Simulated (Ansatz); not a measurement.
Single point in Ansatz 0.2.0 with LDA, no spin polarisation. Cutoff 420 eV, PAW datasets, 7×8×8 Γ-centred k mesh, fermi-dirac filling (width 0.0158 eV).

Computed maps in the lattice plane spanned by b (left to right, 4.55 Å, 14 points from zero) and c (bottom to top, 4.61 Å, 14 points from zero), 60° apart, at height 0.500 along a. The fields are smooth PAW ones with compensation charges, not the true ones near nuclei.

Valence density. Digits on a logarithmic scale: 0 up to 0.03 e/Å³, each further digit a factor of 1.6, 9 from 1.3 e/Å³ up:
```
77655799997556
99976579997567
99997656776567
99999755555557
99999965566556
79999976678766
67999976799997
76678766799999
96556655699999
97555555579999
97656776567999
97657999756799
76557999975567
66556999996556
```

The cell is ZnRh₂. Which atoms lie within 0.2 Å of this plane, and where (fractions of b and c)?

Rh at (0.83, 0.34), Rh at (0.17, 0.66), Zn at (0.50, 0.00). The whole cell:
```yaml
crystal:
  lattice:
    - [-4.43089, 0.00000, 0.00000]
    - [0.00000, 0.00000, 4.55008]
    - [0.00000, 4.01183, 2.27504]
  atoms:
    - { symbol: Rh, position: [0.50000, 0.83000, 0.34000] }
    - { symbol: Rh, position: [0.50000, 0.17000, 0.66000] }
    - { symbol: Rh, position: [0.00000, 0.39000, 0.34000] }
    - { symbol: Rh, position: [0.00000, 0.73000, 0.66000] }
    - { symbol: Zn, position: [0.00000, 0.06000, 0.00000] }
    - { symbol: Zn, position: [0.50000, 0.50000, 0.00000] }
```

Origin: a known structure type with other elements, at an estimated volume, so it need not be a known compound.
